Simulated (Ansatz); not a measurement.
A relaxation computed with Ansatz, from input to last step.

```yaml
crystal:
  lattice:
    - [-5.4632540334, 4.2554542845, 1.7281517581]
    - [5.0375716343, 3.2415372908, -0.9773649681]
    - [-1.8868141049, -4.2051652804, -5.4822215639]
  atoms:
    - { symbol: Be, position: [0.0167873307, 0.2664133223, 0.7896674744] }
    - { symbol: Be, position: [0.0352541882, 0.577547645, 0.6910259786] }
    - { symbol: Be, position: [0.7299025549, 0.059015938, 0.8529595837] }
    - { symbol: Be, position: [0.1726504983, 0.0189874212, 0.6903130368] }
    - { symbol: Be, position: [0.3294815809, 0.4780660384, 0.7707701133] }
    - { symbol: Be, position: [0.3859160314, 0.8921345887, 0.5741761354] }
    - { symbol: Be, position: [0.5818659059, 0.3287933235, 0.8817231335] }
    - { symbol: Be, position: [0.6593617505, 0.603996144, 0.7436854381] }
    - { symbol: Be, position: [0.6283596583, 0.7922324382, 0.4831103459] }
    - { symbol: Be, position: [0.3203415148, 0.1437633967, 0.4686106339] }
    - { symbol: Be, position: [0.3286025021, 0.4826066958, 0.4530239221] }
    - { symbol: Be, position: [0.6750560973, 0.2013987954, 0.6021405959] }
    - { symbol: Be, position: [0.4240940027, 0.9711240369, 0.9175319503] }
    - { symbol: Be, position: [0.4038629411, 0.417728345, 0.0667538729] }
    - { symbol: Be, position: [0.9319628468, 0.5824720348, 0.9634150881] }
    - { symbol: Al, position: [0.3451666454, 0.7921279412, 0.1592233398] }
    - { symbol: Al, position: [0.085318097, 0.0371284538, 0.009526535] }
    - { symbol: Al, position: [0.6330894234, 0.3712290345, 0.3499794427] }
    - { symbol: Al, position: [0.9846170097, 0.5170705634, 0.278522359] }
    - { symbol: Ca, position: [0.8338452141, 0.9706575248, 0.2613804084] }
  symmetry: { detect: false }
basis:
  ecutwfc: 420
kpoints:
  mp_grid: { grid: [4, 5, 4] }
hamiltonian:
  xc: pbesol
scf:
  occupations: { method: gaussian, width: 0.1 }
  lower_state_search: "off"
output:
  forces: true
  stress: true
  eigenvalues: true
relax:
  adjacent_minimum: "off"
  f_tol: 0.04
  max_steps: 25
  cell: { stress_tol: 0.3 }
```

```bash
ansatz run input.yaml --threads 4 --pin off --max-ram 9216MiB --backend cpu --events-out ev --progress --plain --runs-dir out
```

Theory: Ansatz, DFT PBEsol, scalar-relativistic, plane waves, PAW.

Of 8 frames 7 are shown, positions in Å and forces in eV/Å; the SCF threshold varies from step to step. Steps run on the plane waves of an earlier cell, with a Pulay correction in the pressure. The basis is chosen afresh for the last frame, the zero of the energies, and at times for earlier ones too; energy and pressure step there, also at an unchanged geometry. The mark taken_back stands on steps that the optimiser undid.

```xyz
20
Lattice="-5.4633 4.2555 1.7282 5.0376 3.2415 -0.9774 -1.8868 -4.2052 -5.4822" Properties=species:S:1:pos:R:3:forces:R:3 pbc="T T T" step=1 free_energy_over_end_meV_per_atom=1.40 pressure_GPa=-0.01
Be   -0.2396   -2.3857   -4.5605   -0.0657    0.0229   -0.0214
Be    1.4130   -0.8837   -4.2919   -0.0727   -0.0338    0.0109
Be   -5.2997   -0.2895   -3.4724    0.0194   -0.0109    0.0016
Be   -2.1501   -2.1066   -3.5046    0.0552   -0.0063    0.0075
Be   -0.8460   -0.2895   -4.1234    0.0250   -0.0560   -0.0564
Be    1.3025    2.1196   -3.3528   -0.1216   -0.0294   -0.0465
Be   -3.1862   -0.1659   -4.1496    0.0889    0.0255    0.0504
Be   -1.9628    1.6364   -3.5279    0.0397    0.0487    0.0336
Be   -0.3535    3.2104   -2.3369   -0.0648    0.0304   -0.0316
Be   -1.9101   -0.1414   -2.1559   -0.0042   -0.0642    0.0042
Be   -0.2188    1.0577   -2.3874    0.0351    0.0240   -0.0023
Be   -3.8096    0.9934   -2.3313    0.0692   -0.0404    0.0537
Be    0.8440    1.0943   -5.2464    0.0453   -0.0191   -0.0740
Be   -0.2280    2.7920   -0.0763   -0.0816    0.0142    0.0253
Be   -3.9751    1.8027   -4.2404   -0.0284    0.0568    0.0111
Al    1.8042    3.3670   -1.0506   -0.0001    0.0337    0.0422
Al   -0.2971    0.4434    0.0589    0.0572    0.0292    0.0404
Al   -2.2490    2.4257   -1.1874    0.0316   -0.0664   -0.0300
Al   -3.3000    4.6949   -0.3307   -0.0439    0.0551    0.0152
Ca   -0.1589    5.5957   -0.9406    0.0164   -0.0142   -0.0338
20
Lattice="-5.4926 4.2685 1.7447 5.0547 3.2292 -0.9632 -1.8843 -4.2253 -5.4768" Properties=species:S:1:pos:R:3:forces:R:3 pbc="T T T" step=2 free_energy_over_end_meV_per_atom=0.66 pressure_GPa=0.01
Be   -0.2391   -2.4071   -4.5516   -0.0084    0.0047   -0.0201
Be    1.4079   -0.9111   -4.2727   -0.0085   -0.0075   -0.0398
Be   -5.3124   -0.2981   -3.4606    0.0078   -0.0081    0.0076
Be   -2.1494   -2.1196   -3.4885    0.0060   -0.0210    0.0203
Be   -0.8453   -0.3103   -4.1107    0.0151   -0.0089   -0.0287
Be    1.2989    2.0981   -3.3337   -0.0789    0.0012   -0.0229
Be   -3.1854   -0.1700   -4.1282    0.0462    0.0018    0.0566
Be   -1.9658    1.6258   -3.5033    0.0104   -0.0025   -0.0025
Be   -0.3622    3.1978   -2.3189   -0.0354    0.0124   -0.0343
Be   -1.9185   -0.1618   -2.1405   -0.0016   -0.0761    0.0525
Be   -0.2216    1.0421   -2.3706    0.0217    0.0236   -0.0203
Be   -3.8202    0.9823   -2.3108    0.0432   -0.0191    0.0289
Be    0.8636    1.0705   -5.2290    0.0285    0.0129   -0.0454
Be   -0.2431    2.7994   -0.0610   -0.0542   -0.0121    0.0055
Be   -3.9910    1.7984   -4.2110    0.0088    0.0510   -0.0651
Al    1.8023    3.3634   -1.0268    0.0033    0.0079    0.0302
Al   -0.2894    0.4515    0.0725    0.0222   -0.0340   -0.0089
Al   -2.2590    2.4195   -1.1778    0.0092    0.0151   -0.0355
Al   -3.3239    4.6976   -0.3024    0.0143    0.0311   -0.0156
Ca   -0.1553    5.5876   -0.9312   -0.0497    0.0277    0.1375
20
Lattice="-5.4991 4.2699 1.7477 5.0577 3.2238 -0.9584 -1.8849 -4.2277 -5.4785" Properties=species:S:1:pos:R:3:forces:R:3 pbc="T T T" step=3 free_energy_over_end_meV_per_atom=0.40 pressure_GPa=0.02
Be   -0.2396   -2.4111   -4.5548    0.0178    0.0015    0.0114
Be    1.4036   -0.9175   -4.2763    0.0000   -0.0017   -0.0108
Be   -5.3141   -0.2991   -3.4644   -0.0008    0.0034    0.0103
Be   -2.1482   -2.1256   -3.4857   -0.0090   -0.0326    0.0286
Be   -0.8443   -0.3174   -4.1116   -0.0001    0.0145    0.0008
Be    1.2905    2.0898   -3.3332   -0.0335    0.0086   -0.0188
Be   -3.1797   -0.1692   -4.1193    0.0134   -0.0153    0.0491
Be   -1.9649    1.6212   -3.4977   -0.0144   -0.0146    0.0136
Be   -0.3699    3.1976   -2.3204   -0.0129    0.0112   -0.0178
Be   -1.9206   -0.1772   -2.1325   -0.0099   -0.0466    0.0462
Be   -0.2242    1.0377   -2.3684    0.0112    0.0100    0.0048
Be   -3.8202    0.9788   -2.3081    0.0081   -0.0012    0.0127
Be    0.8726    1.0665   -5.2364    0.0175    0.0226   -0.0146
Be   -0.2530    2.7987   -0.0573   -0.0220   -0.0188    0.0135
Be   -3.9939    1.8004   -4.2109    0.0085    0.0217   -0.0363
Al    1.7978    3.3626   -1.0197   -0.0072    0.0056    0.0222
Al   -0.2826    0.4515    0.0741    0.0033    0.0021   -0.0058
Al   -2.2634    2.4199   -1.1829   -0.0187    0.0304   -0.0081
Al   -3.3288    4.7002   -0.2989    0.0078    0.0003   -0.0038
Ca   -0.1667    5.5832   -0.8975    0.0412   -0.0010   -0.0971
20
Lattice="-5.5026 4.2678 1.7578 5.0175 3.1691 -0.9708 -1.8529 -4.1767 -5.5261" Properties=species:S:1:pos:R:3:forces:R:3 pbc="T T T" step=4 free_energy_over_end_meV_per_atom=1.08 pressure_GPa=0.16 taken_back
Be   -0.2062   -2.3639   -4.5666   -0.0396   -0.0079   -0.0554
Be    1.3934   -0.8715   -4.3082    0.0445    0.0466   -0.1219
Be   -5.2796   -0.2107   -3.5514    0.0216    0.0888   -0.0619
Be   -2.1332   -2.1324   -3.5034    0.0051    0.0527    0.0313
Be   -0.8070   -0.2726   -4.1359   -0.0273   -0.0688    0.0159
Be    1.1856    1.9971   -3.4220   -0.0705    0.0296   -0.0636
Be   -3.1349   -0.1463   -4.1294    0.0175   -0.0129   -0.0182
Be   -1.9314    1.6161   -3.5324    0.0162   -0.0309    0.1005
Be   -0.4140    3.1913   -2.4022    0.0081   -0.0425    0.0428
Be   -1.9407   -0.2643   -2.1214    0.0607    0.0834   -0.0640
Be   -0.2794    1.0536   -2.2499    0.0762   -0.0131   -0.0425
Be   -3.7969    0.9776   -2.3432   -0.0646   -0.0431    0.0264
Be    0.8893    1.0766   -5.3820    0.0206    0.0321    0.0935
Be   -0.2834    2.7694   -0.0380   -0.0186   -0.0254   -0.1382
Be   -3.9788    1.8062   -4.2408   -0.0490    0.0771    0.0425
Al    1.7516    3.3112   -1.0410    0.0249   -0.0109    0.0359
Al   -0.2748    0.4375    0.1026   -0.0171   -0.0116    0.0314
Al   -2.2818    2.4485   -1.2368   -0.0030   -0.0456    0.1254
Al   -3.3157    4.7455   -0.3241   -0.0407   -0.1409    0.0398
Ca   -0.1740    5.5444   -0.9205    0.0354    0.0435   -0.0196
20
Lattice="-5.5021 4.2696 1.7571 5.0452 3.2081 -0.9739 -1.8649 -4.2082 -5.4896" Properties=species:S:1:pos:R:3:forces:R:3 pbc="T T T" step=5 free_energy_over_end_meV_per_atom=0.06 pressure_GPa=0.00
Be   -0.2217   -2.3881   -4.5589   -0.0062    0.0083   -0.0033
Be    1.4106   -0.8935   -4.2969   -0.0084    0.0091   -0.0066
Be   -5.2911   -0.2395   -3.5026    0.0071   -0.0020    0.0022
Be   -2.1389   -2.1213   -3.4873    0.0009   -0.0037    0.0285
Be   -0.8234   -0.3040   -4.1160   -0.0080   -0.0006    0.0192
Be    1.2485    2.0628   -3.3750   -0.0188   -0.0079    0.0108
Be   -3.1527   -0.1569   -4.1181    0.0170   -0.0056    0.0226
Be   -1.9353    1.6168   -3.5017   -0.0134   -0.0036    0.0111
Be   -0.3945    3.1945   -2.3606    0.0168    0.0148    0.0069
Be   -1.9242   -0.2091   -2.1198    0.0134   -0.0190   -0.0067
Be   -0.2318    1.0417   -2.3028    0.0031    0.0139    0.0127
Be   -3.8133    0.9770   -2.3148    0.0092   -0.0094    0.0214
Be    0.8889    1.0831   -5.2941   -0.0065   -0.0038   -0.0072
Be   -0.2700    2.7828   -0.0599    0.0258    0.0072   -0.0019
Be   -3.9807    1.8073   -4.2164    0.0011   -0.0012   -0.0004
Al    1.7779    3.3448   -1.0309    0.0033   -0.0097    0.0045
Al   -0.2848    0.4404    0.0998    0.0169    0.0120   -0.0181
Al   -2.2715    2.4238   -1.1956   -0.0200   -0.0132   -0.0255
Al   -3.3143    4.7162   -0.3167   -0.0094    0.0026   -0.0295
Ca   -0.1545    5.5756   -0.9131   -0.0238    0.0119   -0.0405
20
Lattice="-5.5068 4.2741 1.7473 5.0368 3.1913 -0.9588 -1.8720 -4.2007 -5.5047" Properties=species:S:1:pos:R:3:forces:R:3 pbc="T T T" step=6 free_energy_over_end_meV_per_atom=0.23 pressure_GPa=0.05 taken_back
Be   -0.2284   -2.3853   -4.5604    0.0229   -0.0151   -0.0074
Be    1.3948   -0.8871   -4.3105    0.0054   -0.0097    0.0002
Be   -5.2954   -0.2299   -3.5211   -0.0107    0.0382   -0.0153
Be   -2.1503   -2.1315   -3.4905   -0.0036    0.0172   -0.0393
Be   -0.8339   -0.3040   -4.1119    0.0155    0.0119   -0.0323
Be    1.2184    2.0387   -3.3800    0.0313    0.0250   -0.0265
Be   -3.1497   -0.1564   -4.1174   -0.0249    0.0042   -0.0212
Be   -1.9526    1.6150   -3.5083    0.0143   -0.0041   -0.0166
Be   -0.3888    3.1927   -2.3560   -0.0508   -0.0415    0.0073
Be   -1.9320   -0.2286   -2.1268   -0.0343    0.0050    0.0053
Be   -0.2571    1.0481   -2.2949    0.0039   -0.0375    0.0087
Be   -3.8151    0.9763   -2.3246   -0.0110    0.0214   -0.0371
Be    0.8712    1.0835   -5.3157    0.0329    0.0131    0.0186
Be   -0.2706    2.7818   -0.0534   -0.0756   -0.0167   -0.0309
Be   -3.9969    1.8046   -4.2309    0.0092    0.0109    0.0013
Al    1.7757    3.3362   -1.0211   -0.0040    0.0152    0.0074
Al   -0.2738    0.4444    0.0853   -0.0189   -0.0409    0.0351
Al   -2.2862    2.4366   -1.2197    0.0607    0.0149    0.0858
Al   -3.3346    4.7202   -0.3240    0.0114   -0.0023    0.0474
Ca   -0.1733    5.5644   -0.9159    0.0262   -0.0092    0.0094
20
Lattice="-5.5039 4.2713 1.7546 5.0429 3.2041 -0.9721 -1.8653 -4.2051 -5.4921" Properties=species:S:1:pos:R:3:forces:R:3 pbc="T T T" step=8 free_energy_over_end_meV_per_atom=0.00 pressure_GPa=0.00
Be   -0.2217   -2.3849   -4.5598   -0.0024    0.0021   -0.0002
Be    1.4072   -0.8893   -4.3014   -0.0002    0.0034   -0.0022
Be   -5.2901   -0.2311   -3.5096    0.0023    0.0040   -0.0034
Be   -2.1408   -2.1221   -3.4863   -0.0021    0.0008    0.0001
Be   -0.8247   -0.3016   -4.1139    0.0005   -0.0045    0.0031
Be    1.2376    2.0568   -3.3779   -0.0071   -0.0025   -0.0007
Be   -3.1493   -0.1558   -4.1156    0.0034   -0.0012    0.0021
Be   -1.9379    1.6163   -3.5029    0.0026    0.0006    0.0019
Be   -0.3953    3.1949   -2.3615    0.0036    0.0012   -0.0016
Be   -1.9266   -0.2169   -2.1209    0.0036   -0.0012   -0.0020
Be   -0.2382    1.0445   -2.2937   -0.0014    0.0046    0.0045
Be   -3.8136    0.9771   -2.3161    0.0005   -0.0023   -0.0003
Be    0.8868    1.0853   -5.3018   -0.0009    0.0008   -0.0025
Be   -0.2708    2.7822   -0.0604   -0.0011   -0.0018   -0.0008
Be   -3.9830    1.8079   -4.2199   -0.0021   -0.0031    0.0034
Al    1.7768    3.3422   -1.0294    0.0002    0.0008    0.0020
Al   -0.2809    0.4403    0.0981    0.0030    0.0003    0.0007
Al   -2.2758    2.4263   -1.2018   -0.0019   -0.0022    0.0003
Al   -3.3184    4.7191   -0.3223   -0.0041   -0.0022   -0.0050
Ca   -0.1603    5.5745   -0.9190    0.0037    0.0024    0.0005
```

It took 43 s on 4 threads of Intel(R) Xeon(R) 6975P-C (Granite Rapids), with other jobs on the host, peak memory 0.81 GiB.

The k mesh is coarse.